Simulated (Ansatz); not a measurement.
Input:

Mg2Si:
```
CELL_PARAMETERS angstrom
      0.00000     3.16294     3.16294
      3.16294     0.00000     3.16294
      3.16294     3.16294     0.00000
ATOMIC_POSITIONS crystal
  Si 0.00000 0.00000 0.00000
  Mg 0.25000 0.25000 0.25000
  Mg 0.75000 0.75000 0.75000
```

This is the PBEsol-relaxed structure.

Task: All from the program Ansatz at the PBEsol level (PAW), unless another level is named. Give the Hill bulk and shear moduli.

Result: 56.1 and 46.7 GPa.

Task: Give the elastic constants (relaxed ions, GPa).

Result: C11 = 119, C12 = 24.6, C44 = 46.3.

Space group Fm-3m (fluorite or antifluorite type). The PBEsol relaxation kept the symmetry of its start.

Potentials: the later of the program's two PAW sets.
